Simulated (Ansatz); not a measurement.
## Sc: strain and displacement

```
CELL_PARAMETERS angstrom
3.30880 0.00000 0.00000
-1.65440 2.86550 0.00000
0.00000 0.00000 5.26800
ATOMIC_POSITIONS crystal
Sc 0.33333 0.66667 0.25000
Sc 0.66667 0.33333 0.75000
```

Atom numbers follow the list: Sc1, Sc2.

The geometry is COD entry 9011704, unchecked; take it as a test cell.

These are results of DFT, LDA, all-electron PAW with datasets made for the crystal, scalar-relativistic (Ansatz 0.2.0), not measurements.

Settings: a Γ-centred 13×13×7 k mesh, Fermi–Dirac smearing of 0.03 eV, cutoff 220 eV (chosen by the program for this cell), no spin polarisation.

The unchanged cell is at -5.29 GPa.

In a metal, stresses and small energies carry noise from the k mesh.

x, y and z are the Cartesian axes of the cell as listed; fractional coordinates follow a strain, and an engineering shear is twice the off-diagonal strain component.

Task: One change gave: energy change +2 meV/atom; stress change (xx, yy, zz, yz, xz, xy) 0.01, 0.02, 0.06, -0.51, -0.51, -0.67 GPa, compression positive; change of the force on Sc1 (-0.019, 0.000, 0.004) eV/Å. Which change was it?
A. equal xy, yz and zx engineering shear strains of +2 %
B. equal xy, yz and zx engineering shear strains of -2 %
C. equal xy, yz and zx engineering shear strains of +1 %
D. equal xy, yz and zx engineering shear strains of -1 %

Result: A. For equal xy, yz and zx engineering shear strains of -2 %: energy change +2 meV/atom; stress change (xx, yy, zz, yz, xz, xy) 0.01, 0.01, 0.06, 0.52, 0.52, 0.68 GPa, compression positive; change of the force on Sc2 (-0.028, 0.000, -0.003) eV/Å. For equal xy, yz and zx engineering shear strains of -1 %: energy change under 1 meV/atom; stress change (xx, yy, zz, yz, xz, xy) 0.00, 0.00, 0.02, 0.26, 0.26, 0.34 GPa, compression positive; change of the force on Sc2 (-0.013, 0.000, -0.001) eV/Å. For equal xy, yz and zx engineering shear strains of +1 %: energy change under 1 meV/atom; stress change (xx, yy, zz, yz, xz, xy) 0.00, 0.00, 0.01, -0.26, -0.26, -0.34 GPa, compression positive; change of the force on Sc1 (-0.010, 0.000, 0.001) eV/Å.
